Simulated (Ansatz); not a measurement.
A trial cell of MnC2N2, before relaxation:

```cif
data_structure
_symmetry_space_group_name_H-M 'P-43m'
_symmetry_Int_Tables_number 215
_cell_length_a 5.9329
_cell_length_b 5.9329
_cell_length_c 5.9329
_cell_angle_alpha 90.000
_cell_angle_beta 90.000
_cell_angle_gamma 90.000
_cell_volume 208.83
loop_
_atom_site_label
_atom_site_type_symbol
_atom_site_symmetry_multiplicity
_atom_site_Wyckoff_symbol
_atom_site_fract_x
_atom_site_fract_y
_atom_site_fract_z
_atom_site_occupancy
Mn1 Mn 1 a 0.00000 0.00000 0.00000 1
Mn2 Mn 1 b 0.50000 0.50000 0.50000 1
C1 C 4 e 0.18859 0.18859 0.18859 1
N1 N 4 e 0.30245 0.30245 0.30245 1
```

The calculation used Ansatz 0.2.0, DFT PBE, scalar-relativistic, plane waves, PAW. Cutoff 420 eV, Gaussian smearing, Γ-centred meshes. Cell and atoms relax first on a coarse mesh and then on a converged one. In between, the cell is made exact in the group found at 0.06 Å. The steps can't lower the symmetry of their start. Collinear spin, starting moments Mn -4.0 (×2) μB.

A guess keeps its type if space group and coordination stay and the shape of the cell changes little (axis ratios within about 15 %, angles within 6°); the volume may change.

Task: Does this structure survive the relaxation?

Result: It keeps its type. The symmetry stays P-43m (No. 215). The volume per atom grows by 5.3 %, from 20.9 to 22.0 Å³. The shortest distance stays 1.17 Å (C–N). Counting neighbours within 15 % of an atom's shortest distance, the start has C 1, Mn 4, N 1 and the end C 1, Mn 4, N 1.

The last run used collinear spin, a 6×6×6 mesh for its 10-atom cell and Gaussian smearing of 0.02 eV. The magnetic state reached may not be the lowest. A later test with randomly moved atoms came back to the same energy, though modes that don't fit the test's cell weren't probed.
